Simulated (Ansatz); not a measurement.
Starting cell, AlCo (CsCl type):

```yaml
crystal:
  lattice:
    - [2.85208, 0.00000, 0.00000]
    - [0.00000, 2.85208, 0.00000]
    - [0.00000, 0.00000, 2.85208]
  atoms:
    - { symbol: Al, position: [0.00000, 0.00000, 0.00000] }
    - { symbol: Co, position: [0.50000, 0.50000, 0.50000] }
```

In this cell atom 1 (Al, nearest neighbour Co at 2.470 Å; its periodic images, 2.9 Å or more away, move with it) is moved by s along Cartesian z, unit vector (0.000, 0.000, 1.000); all other atoms and the cell stay fixed.

These are PBE (plane waves to 420 eV, PAW, scalar-relativistic; Ansatz, an electronic-structure program) values and carry that method's errors. k mesh 13×13×13 (Γ-centred), Fermi-Dirac smearing 0.05 eV. With partly filled bands, energies and forces of such displacements shift with the k mesh and the smearing. F∥ is the force on the atom along that direction. AlCo is run without spin polarisation. AlCo was relaxed with its symmetry unable to fall. 

```
s (Å)   F∥ (eV/Å)
------  ---------
-0.250      1.804
-0.200      1.446
-0.150      1.086
-0.100      0.724
-0.050      0.362
0.000       0.000
0.050      -0.362
0.100      -0.724
0.150      -1.086
0.200      -1.446
0.250      -1.804
```

Question: What is the force constant k = d²E/ds² of this move at s = 0?

Answer: 7.24 eV/Å². The forces along the line at the two nearest points give (0.362 − (-0.362)) / (2·0.050) = 7.24 eV/Å²; the next pair corrects for the finite step.

Question: With two atoms in the cell this is the zone-centre optical mode. What wavenumber follows?

Answer: 326 cm⁻¹. Reduced mass μ = 18.51 u; ν̃ = 521.5·√(k/μ) with k = 7.24 eV/Å².

(For displaced atoms, the force is minus the slope of the energy, and its curvature is a force constant, which sets phonon frequencies.)
